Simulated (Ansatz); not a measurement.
The relaxed structure here is a generated cell of CdIn2O4: the first start was made by a random draw of sites in a space group, and the end was not matched to a known phase here, so it may be hypothetical.

A relaxed cell of CdIn₂O₄ (I4/mmm (No. 139)), relaxed on a k-mesh at least as fine as the one used below. Calculation: r2SCAN (plane waves to 500 eV, PAW, scalar-relativistic; Ansatz, an electronic-structure program). Γ-centred k-mesh 6×6×6 on the run's cell (coarser than for final values), Fermi–Dirac smearing 0.05 eV.

```
CELL_PARAMETERS angstrom
     -2.80063     2.80063     2.87184
      2.80063    -2.80063     2.87184
      2.80063     2.80063    -2.87184
ATOMIC_POSITIONS crystal
  Cd 0.50000 0.50000 0.00000
  In 0.75000 0.25000 0.50000
  In 0.25000 0.75000 0.50000
  O  0.76451 0.76451 0.52902
  O  0.23549 0.23549 0.47098
  O  0.23549 0.76451 0.00000
  O  0.76451 0.23549 0.00000
```

The atoms are displaced by (Å):

```csv
atom,ux,uy,uz
Cd1,0.085,-0.041,-0.030
In2,-0.068,0.030,0.020
In3,0.007,0.193,-0.106
O4,-0.083,0.047,0.199
O5,-0.051,0.003,0.109
O6,0.040,0.100,-0.031
O7,-0.064,-0.168,-0.006
```

Q: What forces (eV/Å) and pressure result?

A: 
```json
[
 {"atom": "Cd1", "Fx": "-2.77", "Fy": "1.59", "Fz": "-0.46"},
 {"atom": "In2", "Fx": "0.31", "Fy": "-0.22", "Fz": "-1.22"},
 {"atom": "In3", "Fx": "0.46", "Fy": "-0.51", "Fz": "1.33"},
 {"atom": "O4", "Fx": "-0.03", "Fy": "1.25", "Fz": "0.26"},
 {"atom": "O5", "Fx": "1.16", "Fy": "-0.92", "Fz": "0.87"},
 {"atom": "O6", "Fx": "1.51", "Fy": "-0.93", "Fz": "-0.12"},
 {"atom": "O7", "Fx": "-0.64", "Fy": "-0.26", "Fz": "-0.66"}
]
```

Pressure +3.7 GPa.

The undisplaced cell is probably no minimum: from this displacement the run went on to C2/m (No. 12), 0.73 eV/atom below it.

No spin polarisation in the result.
